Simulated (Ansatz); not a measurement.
MnGe in space group Amm2 (No. 38; Mn on 2a, Ge on 2b), DFT-PBE in the program Ansatz with PAW potentials, all energies at zero smearing, with the estimated change up to a 700 eV cutoff added, with one set of potentials and settings (totals compare only within such a set). Cell of 4 atoms (2 Mn, 2 Ge): -16387.719 eV.

```tsv
element	reference phase	E (eV/atom)
Mn	I-43m, 29 atoms in the cell, spin-polarised	-3898.8617
Ge	Fd-3m, 2 atoms in the cell	-4294.9847
```

Formation energy per atom, worked out: (-16387.719 − 2×(-3898.8617) − 2×(-4294.9847))/4 = -0.006 eV/atom (-1 kJ per mol of atoms), at 0 K, without zero-point energy or fitted corrections.

A made-up cell: these elements were put on the sites of a structure type; neither database checked (COD, Materials Project) lists it. Its standing as an ambient phase is unchecked. The cell was relaxed with PBE under the symmetry of its start, as lowered by the spin order; its stability against distortions is not shown here. The final state is antiferromagnetic, chosen from 4 collinear starts compared on coarse meshes (ties went to the first, and starts can fall back to one state), not a proven ground state. The references are the lowest solids computed at this level, not always the standard phases.

Potentials: the later of the program's two PAW sets.
